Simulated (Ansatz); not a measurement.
The relaxation started from an entry of Materials Project.

A relaxed cell of ScAlCO (P6₃mc (No. 186)), relaxed on a k-mesh at least as fine as the one used below. Level of theory: r2SCAN (plane waves to 500 eV, PAW, scalar-relativistic; Ansatz, a first-principles code). Γ-centred k-mesh 8×8×3 on the run's cell (coarser than for final values), Fermi–Dirac smearing 0.05 eV.

```yaml
crystal:
  lattice:
    - [3.24424, 0.00000, 0.00000]
    - [-1.62212, 2.80960, 0.00000]
    - [0.00000, 0.00000, 10.17754]
  atoms:
    - { symbol: Sc, position: [0.66667, 0.33333, 0.80382] }
    - { symbol: Sc, position: [0.33333, 0.66667, 0.30382] }
    - { symbol: Al, position: [0.00000, 0.00000, 0.52055] }
    - { symbol: Al, position: [0.00000, 0.00000, 0.02055] }
    - { symbol: C, position: [0.33333, 0.66667, 0.94192] }
    - { symbol: C, position: [0.66667, 0.33333, 0.44192] }
    - { symbol: O, position: [0.00000, 0.00000, 0.69703] }
    - { symbol: O, position: [0.00000, 0.00000, 0.19703] }
```

The atoms are displaced by (Å):

```
atom      ux      uy      uz
----  ------  ------  ------
Sc1    0.054  -0.122   0.088
Sc2    0.010  -0.038   0.055
Al3   -0.165   0.036  -0.031
Al4   -0.114  -0.130   0.069
C5    -0.044  -0.071   0.004
C6    -0.033  -0.161  -0.079
O7    -0.050   0.144  -0.014
O8     0.079   0.194  -0.022
```

Q: What forces (eV/Å) and pressure result?

A: 
```csv
atom,Fx,Fy,Fz
Sc1,-0.91,0.55,-0.64
Sc2,-0.34,0.33,-1.08
Al3,2.12,-1.33,1.82
Al4,0.99,0.68,-0.90
C5,-0.36,-0.19,0.58
C6,-1.46,2.57,0.53
O7,0.33,-0.84,-0.70
O8,-0.36,-1.77,0.39
```

Pressure +4.0 GPa.

Q: Estimate the energy cost of the displacement in the harmonic approximation and compare with the calculation.

A: For a harmonic well ΔE = −½ Σ F·u = 0.926 eV a cell, or 116 meV/atom. The calculated energy relative to the undisplaced cell is +118 meV/atom, so the harmonic estimate holds well.

No spin polarisation in the result.

The run that gave the undisplaced cell could not lose the symmetry of its start; a randomly shaken copy of 8 atoms returns to this structure.
